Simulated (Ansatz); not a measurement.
Sc (hcp, Mg type)

Space group P6₃/mmc (No. 194); a = 3.329 Å, b = 3.329 Å, c = 5.192 Å, α = 90.00°, β = 90.00°, γ = 120.00°

| atom | site | symmetry | x | y | z |
|---|---|---|---|---|---|
| Sc | 2d | -6m2 | 0.6667 | 0.3333 | 0.2500 |

This relaxed cell (volume V₀) is scaled evenly in all directions, its shape held. Symmetry pins the atoms to their sites.

Method: r2SCAN (plane waves to 500 eV, PAW, scalar-relativistic; Ansatz, an electronic-structure program). k mesh 16×16×9 (Γ-centred), Fermi-Dirac smearing 0.05 eV. The energy includes the smearing's −TS. With the shape held, the modulus is that of even scaling; a crystal free to change shape is softer. Sc is run without spin polarisation. Sc was relaxed with its symmetry unable to fall. ΔE is measured from the relaxed starting cell. The last digit holds for this mesh only.

```
V (Å³/atom)  ΔE (meV/atom)
-----------  -------------
23.427                16.8
23.726                10.6
24.025                 5.8
24.324                 2.5
24.623                 0.6
24.922                 0.0
25.221                 0.6
25.520                 2.4
25.819                 5.3
26.118                 9.3
26.417                14.2
```

Task: What bulk modulus at fixed cell shape B₀ follows from a third-order Birch-Murnaghan fit?

Result: 55.2 GPa.

Task: What is the fitted pressure derivative B₀′?

Result: 3.3.

(A scan under strain: stresses follow from slopes of the energy per volume, elastic moduli from its curvatures.)
